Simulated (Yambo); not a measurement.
A BSE run in Yambo for KPSO₃H₂ (space group Cm, No. 8) (PBEsol bands; 4×4×4 mesh, 10 valence and 14 conduction bands, static screening with 64 bands and a 3 Ry block, scissor 2.71 eV, Tamm-Dancoff; field along x) gives:

| state | energy (eV) | states within 2 meV | relative strength | class |
|---|---|---|---|---|
| 1 | 5.95 | 1 | 0.40 | strong |
| 2 | 6.07 | 1 | < 0.01 | dark |
| 3 | 6.13 | 1 | < 0.01 | dark |
| 4 | 6.36 | 1 | 0.51 | strong |
| 5 | 6.45 | 1 | < 0.01 | dark |

Axes are Cartesian, with cell vectors (Å) (3.29, -3.19, 0.00), (3.29, 3.19, 0.00), (-1.89, 0.00, 5.71).

Question: What changes when the light is polarised along y instead?

Answer: The energies stay; the strengths change. The first strong state is now at 6.07 eV instead of 5.95 eV.
| state | energy (eV) | states within 2 meV | relative strength | class |
|---|---|---|---|---|
| 1 | 5.95 | 1 | < 0.01 | dark |
| 2 | 6.07 | 1 | 0.64 | strong |
| 3 | 6.13 | 1 | 0.14 | strong |
| 4 | 6.36 | 1 | < 0.01 | dark |
| 5 | 6.45 | 1 | 0.67 | strong |
Each run's strengths are scaled to its own strongest state. These are vertical excitations (zero momentum). The scissor comes from a G0W0 run whose convergence isn't established.

Geometry of the Materials Project entry, not relaxed at this level; primitive cell a = 4.582 Å, b = 4.582 Å, c = 6.017 Å, α = 103.05°, β = 103.05°, γ = 88.15°.
